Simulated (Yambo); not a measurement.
Material: CaZnC$_{2}$O$_{6}$ (space group R-3, No. 148); a = 6.1262 Å, b = 6.1262 Å, c = 6.1262 Å, α = 46.80°, β = 46.80°, γ = 46.80° (10 atoms in the cell). The geometry is that of Materials Project entry mp-1078391, symmetrised and not relaxed again.

With norm-conserving PBEsol (Quantum ESPRESSO, 84 Ry, without SOC), the gap between the mesh's edge points (L → Z) is 3.894 eV.

Problem. By how much does one-shot G0W0 (Yambo; 4×4×4 Γ-centred k mesh, bands 5 to 137 and a 6 Ry block in the screening, 137 bands in G with the Bruneval-Gonze terminator, plasmon pole fitted at 27.2 eV) open this gap, and what gap results?

Solution. The correction is 2.882 eV, giving 6.776 eV, 1.7 times the PBEsol value.  Convergence of the G0W0 settings was not tested. Oxides, nitrides and fluorides with a shallow 3d shell are known to need far more bands and larger blocks. 

The structure is a Materials Project entry; no match was found in the copy of COD used, and its stability was not checked.
